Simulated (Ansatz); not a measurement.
## LaAl2SnRu2: settings compared (Ansatz)

Launch command:

```bash
ansatz run input.yaml --threads 1 --pin off --max-ram 2560MiB --backend cpu --events-out ev --progress --plain --runs-dir out
```

The input file (Ansatz 0.2.0, plane waves):

```yaml
crystal:
  lattice:
    - [4.550242, 0.0, 0.0]
    - [0.0, 4.550242, 0.0]
    - [0.0, 0.0, 6.118106]
  atoms:
    - { symbol: La, position: [0.0, 0.0, 0.5] }
    - { symbol: Sn, position: [0.0, 0.0, 0.0] }
    - { symbol: Al, position: [0.5, 0.5, 0.2537] }
    - { symbol: Al, position: [0.5, 0.5, 0.7463] }
    - { symbol: Ru, position: [0.0, 0.5, 0.0] }
    - { symbol: Ru, position: [0.5, 0.0, 0.0] }
  symmetry: { tolerance: 0.0003 }
kpoints:
  mp_grid: { grid: [4, 4, 3], shift: [0, 0, 0] }
magnetization:
  spin_polarized: false
scf:
  occupations: { method: fermi_dirac }
hamiltonian:
  pseudopotentials: { kind: paw }
  xc: r2scan
basis:
  ecutwfc: 500
output:
  forces: true
  stress: true
  eigenvalues: true
```

Origin of the cell: a known structure type with other elements, at an estimated volume, so it need not be a known compound.

The smearing width isn't typed, so it takes its default of 0.1 eV.

Output of this run (shortened):

```
SCF iter   1: F=—  HF=-25164.248029 eV  Δρ=9.80e-3  dr2=3.09e-1  dr2_τ=6.69e-2
SCF iter   2: F=—  HF=-25164.301843 eV  Δρ=6.24e-3  dr2=4.55e-2  dr2_τ=7.53e-3
SCF iter   3: F=—  HF=-25164.299508 eV  Δρ=2.85e-3  dr2=2.28e-2  dr2_τ=7.14e-4
SCF iter   4: F=—  HF=-25164.298154 eV  Δρ=8.30e-4  dr2=9.16e-4  dr2_τ=4.29e-5
SCF iter   5: F=—  HF=-25164.298286 eV  Δρ=3.29e-4  dr2=3.17e-4  dr2_τ=1.01e-5
SCF iter   6: F=—  HF=-25164.298283 eV  Δρ=7.30e-5  dr2=8.54e-6  dr2_τ=1.65e-7
SCF iter   7: F=—  HF=-25164.298302 eV  Δρ=3.11e-5  dr2=3.31e-6  dr2_τ=1.10e-7
SCF iter   8: F=-25164.298302 eV  HF=-25164.298302 eV  Δρ=6.08e-6  dr2=5.45e-8  dr2_τ=1.89e-9
SCF 1 converged in 8 iterations: F = -25164.298302 eV  dr2 = 5.45e-8
SCF converged after 8 iterations
Free energy (F): -25164.298302 eV
Harris-Foulkes:  -25164.298302 eV  (|F-HF|=6.69e-8)
Internal energy: -25164.180251 eV  (E = F + TS)
E sigma→0 (E₀):  -25164.239276 eV
Entropy (-TS):   -0.118051 eV (-19.675 meV/atom)
Fermi energy:    12.378519 eV
--- Per-component energies (eV) ---
  E_band       = -542.854855
  E_kinetic    = 1466.935997
  E_local      = -7508.434113  (includes V_loc(G=0)·N_el)
  E_nonlocal   = 774.264716
  E_hartree    = 3215.845734
  E_xc         = -950.698339
  E_vxc        = -864.345485  (∫ρ·V_xc dr)
  E_paw        = -17506.481518  (= ΣΔE_a)
  E_vpaw       = -898.592186  (= ΣTr[D̂ρ^β])
  E_aug_tail   = 0.000183  (compensation charges beyond the density's cutoff)
  E_vtau       = 55.628199  (kinetic-family band-sum trace: ∫τ·v_τ [+ j·A + Jᵃ·Aᵃ] dr)
  E_ewald      = -4655.674616
  E_core_change = 0.061705  (= ΣΔE_core)
  E_smearing   = -0.118051  (= −TS)
  Σ components = -25164.298302   (vs F -25164.298302, Δ=0.00e0)
--- Forces (eV/Å), atoms counted from 1 ---
  atom   1  La    -0.000000     0.000000     0.000000
  atom   2  Sn     0.000000     0.000000     0.000000
  atom   3  Al     0.000000     0.000000    -0.647295
  atom   4  Al     0.000000     0.000000     0.647295
  atom   5  Ru     0.000000     0.000000     0.000000
  atom   6  Ru     0.000000     0.000000     0.000000
  max |Σ_I F_I| component: 1.11e-16 eV/Å
--- Stress (GPa, compression-positive) ---
       17.373433       0.000000       0.000000
        0.000000      17.373433       0.000000
        0.000000       0.000000      -3.168780
  P = ⅓ Tr σ = 10.5260 GPa (105.260 kbar)
```

The same input was run again with these changes:

1. `basis.ecutwfc` 500 → "200 eV"
2. `kpoints.mp_grid.grid` [4, 4, 3] → [6, 6, 4]
3. `scf.algorithm` default → density_mixing; `kpoints.mp_grid.grid` [4, 4, 3] → [3, 3, 2]; `scf.mixing.algorithm` default → broyden; `scf.mixing.beta` default → 0.2
4. `scf.occupations.method` fermi_dirac → tetrahedron_uncorrected

| run | end | SCF iterations | P (GPa) | max force component (eV/Å) | gap on mesh (eV) | moment (μB) | ΔE(σ→0) (meV/atom) |
| --- | --- | --- | --- | --- | --- | --- | --- |
| base | converged | 8 | 10.53 | 0.647 | none | – | 0 |
| 1 | converged | 9 | 12.31 | 0.927 | none | – | 4252.48 |
| 2 | converged | 9 | 10.46 | 0.650 | none | – | 0.65 |
| 3 | converged | 14 | 10.31 | 0.640 | none | – | -13.24 |
| 4 | converged | 8 | 10.48 | 0.606 | none | – | 9.02 |

Energies are compared only where functional, datasets, charge and starting cell are the same.

Not properties of the system: run 1 (too coarse or loose: `basis.ecutwfc` = "200 eV"), run 3 (too coarse or loose: `kpoints.mp_grid.grid` = [3, 3, 2]).

Caveats of the base run: no moments, though an odd count or open d shells may carry them; no spin-orbit coupling, though heavy elements are present; the k mesh is coarse if the cell is a metal.

Run 1: the cutoff lies below the datasets' advice.

The base run took 14 s on 1 thread of Intel(R) Xeon(R) Platinum 8259CL CPU @ 2.50GHz (Skylake/Cascade Lake), on a shared host, peak memory 0.75 GiB, from the program's own first density.
